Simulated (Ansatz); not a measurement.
**MgCu3H6Cl2O6: field gradients at two levels of theory**

Cell: a measured structure from the Crystallography Open Database (COD), ions relaxed with PBE at fixed cell.

```cif
data_MgCu3H6Cl2O6
_symmetry_space_group_name_H-M 'P-3m1'
_symmetry_Int_Tables_number 164
_cell_length_a 6.2733
_cell_length_b 6.2733
_cell_length_c 5.7472
_cell_angle_alpha 90.000
_cell_angle_beta 90.000
_cell_angle_gamma 120.000
loop_
_atom_site_label
_atom_site_type_symbol
_atom_site_symmetry_multiplicity
_atom_site_Wyckoff_symbol
_atom_site_fract_x
_atom_site_fract_y
_atom_site_fract_z
Mg Mg 1 a 0.0000 0.0000 0.0000
Cu Cu 3 e 0.5000 0.0000 0.0000
H H 6 i 0.2019 0.7981 0.3225
Cl Cl 2 d 0.6667 0.3333 0.3816
O O 6 i 0.6499 0.8249 0.1586
```

One atom of each set is listed.

First run. Method: Kohn–Sham DFT in Ansatz, PBE, plane waves and PAW, scalar-relativistic, collinear spin, 420 eV cutoff, Γ-centred 4×4×4 k-points, Fermi–Dirac smearing 0.02 eV. Start moments as typed (μB): 1 on each Cu, none on the rest.

```
site  V_zz (10²¹ V/m²)     η  m (μB)
  Mg              1.32  0.00    0.00
  Cu            -10.78  0.09    0.63
   H              3.54  0.00    0.00
  Cl              4.30  0.00    0.01
   O              8.46  0.43    0.07
```

Second run. The same atoms and settings, except that the functional is r2SCAN and the cutoff is 500 eV.

Q: What does the second run give?

A: 

```
site    V_zz     η  change of V_zz  m (μB)
  Mg    1.26  0.00           -0.06    0.00
  Cu  -12.46  0.12           -1.68    0.69
   H    3.47  0.00           -0.07    0.00
  Cl    3.99  0.00           -0.31    0.00
   O    9.09  0.36           +0.63    0.07
```

The largest change of V_zz is on Cu, from -10.78 to -12.46. In per cent, |V_zz| changes by -5 on Mg, +16 on Cu, -2 on H, -7 on Cl, +7 on O (all sites that start above 0.5). The absolute magnetisation of the cell goes from 3.2 to 3.3 μB.

The entry's hydrogen positions were far off; the other atoms hardly move on relaxation. All moments are parallel here, as the start or the cell imposes; many such compounds order antiparallel, where fields and spin densities carried over to other atoms largely cancel. The magnetic order is the one that the run reached from its start moments, not necessarily the measured one.
For the first run: With a gap of 0.4 eV on this mesh, the gradients can still move by some per cent as the k-mesh gets denser.
For the second run: The largest force is 0.5 eV/Å, so the atoms aren't at the calculated equilibrium and relaxing them would move these values. The program didn't check the stability of this electronic state in full, so a lower one may lie near.
